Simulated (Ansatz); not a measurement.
## Two states of SrCr2H2

```
H Cr Sr
1.0
     2.22000    3.84514    0.00000
    -2.22000    3.84514    0.00000
     0.00000    0.00000    4.63240
H Cr Sr
2 2 1
Direct
  0.33330 0.33340 0.09760
  0.66670 0.66660 0.90240
  0.33330 0.33340 0.45890
  0.66670 0.66660 0.54110
  0.00000 0.00000 0.00000
```

Method: LDA, with U_eff = 3.57 eV on Cr d (all-electron-ortho-atomic projectors); PAW, plane waves to 420 eV, 6×6×5 Γ-centred mesh, fermi-dirac occupations (width 0.1252 eV) (Ansatz 0.2.0), atoms fixed.

State A: Cr3 down, Cr4 up (collinear spin). State B: Cr3 up, Cr4 up (collinear spin).

**Question.** Compare the two self-consistent states.

**Answer.** State A is lower by 149.4 meV an atom at zero smearing; in free energy at this smearing B lies +151.8 meV an atom from A.

```json
{"state": "A", "free energy (meV/atom)": "0.0", "largest moment in a small sphere (μB)": "2.70", "net moment (μB/cell)": "0.00", "gap on mesh (eV)": "metal", "pressure (GPa)": "3.2", "largest force (eV/Å)": "1.05"}
{"state": "B", "free energy (meV/atom)": "151.8", "largest moment in a small sphere (μB)": "2.81", "net moment (μB/cell)": "9.56", "gap on mesh (eV)": "metal", "pressure (GPa)": "8.7", "largest force (eV/Å)": "1.16"}
```

Origin: a known structure type with other elements, at an estimated volume, so it need not be a known compound.
